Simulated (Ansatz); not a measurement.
Crystals of one structure type (hcp (Mg type)), relaxed and computed with DFT-PBE in the program Ansatz with PAW potentials.

```tsv
crystal	a (Å)	V (Å³/atom)	spin order and moments (μB)
Sc	3.319	24.64	not spin-polarised
Ti	2.939	17.39	not spin-polarised
Co	2.495	10.86	ferromagnetic; net 1.62 per atom; largest site about 1.7
Y	3.658	32.91	not spin-polarised
Hf	3.205	22.53	not spin-polarised
Re	2.775	14.95	not spin-polarised
Os	2.754	14.28	not spin-polarised
Tl	3.618	31.50	not spin-polarised
```

Spin orders computed, not proven ground states: Co, hcp (Mg type) ferromagnetic. All cells were relaxed under the symmetry of their starts (and spin orders); stability against distortions was not tested throughout. Rows with no word on spin ran without spin polarisation. Spin–orbit coupling is left out wherever it is not named.

Potentials: the earlier of the program's two PAW sets.
